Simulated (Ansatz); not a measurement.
The elements of this relaxed trial crystal are hidden behind letters.

```
lattice vectors (Å)
   3.2320    0.0000    0.0000
  -1.6160    2.7990    0.0000
   0.0000    0.0000   10.7635
fractional positions
X 0.0000 0.0000 0.0000
Z 0.6667 0.3333 0.2770
Z 0.3333 0.6667 0.7230
Q 0.6667 0.3333 0.5142
Q 0.3333 0.6667 0.4858
```

The calculation used Ansatz 0.2.0, DFT PBE, scalar-relativistic, plane waves, PAW. Settings of the last relaxation (5-atom cell): 420 eV, 12×12×4 k points, Gaussian smearing of 0.10 eV, collinear spin.

* Space group: P-3m1 (No. 164)
* Conventional cell: a = 3.232 Å, c = 10.763 Å
* Volume per atom: 19.47 Å³
* Density: 5.67 g/cm³
* Energy over the elements: +0.30 eV/atom
* Gap on the 12×12×4 mesh of the 5-atom cell: 0 eV (a metal)
* Net moment per atom: 3.03 μB

Energies are uncorrected and count from the elements' standard states at the same level.

**Question.** X is an s-block element of period 2, Z is a lanthanide and Q is a p-block element of period 2. Which elements are they?

**Answer.** X = Li, Z = Eu, Q = B, so the formula is LiEu2B2. Density times volume gives a mean mass of 5.67 × 19.47/1.6605 = 66.5 u per atom, and this set has 66.5 u. Li is surrounded by 6 Li at 3.23 Å and 6 Eu at 3.52 Å; around Eu lie 1 B at 2.55 Å, 3 B at 2.92 Å, 6 Eu at 3.23 Å and 3 Li at 3.52 Å; around B lie 3 B at 1.89 Å, 1 Eu at 2.55 Å and 3 Eu at 2.92 Å. Other sets within the hints have nearly the same mass, so mass alone doesn't settle it; this one was computed.

The 4f shell of Eu is treated without a Hubbard U, which places its levels poorly. Another magnetic order may lie lower. Symmetry constrained the relaxation, so the result can be a saddle point.
